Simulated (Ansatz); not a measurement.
Li (bcc, W type)

```xyz
1
Lattice="-1.7387 1.7387 1.7387 1.7387 -1.7387 1.7387 1.7387 1.7387 -1.7387" Properties=species:S:1:pos:R:3 pbc="T T T"
Li     0.0000     0.0000     0.0000
```

All values below come from r2SCAN (plane waves to 500 eV, PAW, scalar-relativistic; Ansatz, a quantum-chemistry and plane-wave program). Harmonic phonons by density-functional perturbation theory on a 20×20×20 k mesh, in cm⁻¹ and rounded to 5; i marks imaginary ones, q is in fractions of the reciprocal vectors of the cell shown, and the three acoustic modes at Γ are left out. Li was relaxed with its symmetry unable to fall.

**Question.** Is the structure dynamically stable at N = (0.5, 0.0, 0.0), H = (0.5, 0.5, 0.5)?

**Answer.** No imaginary mode at these points (lowest 50 cm⁻¹ at N = (0.5, 0.0, 0.0)); other wave vectors were not tested.

**Question.** List the wavenumbers at N = (0.5, 0.0, 0.0), H = (0.5, 0.5, 0.5), with degeneracies.

**Answer.** 
| q | wavenumbers (cm⁻¹) |
|---|---|
| N = (0.5, 0.0, 0.0) | 50, 185, 325 |
| H = (0.5, 0.5, 0.5) | 330 (×3) |
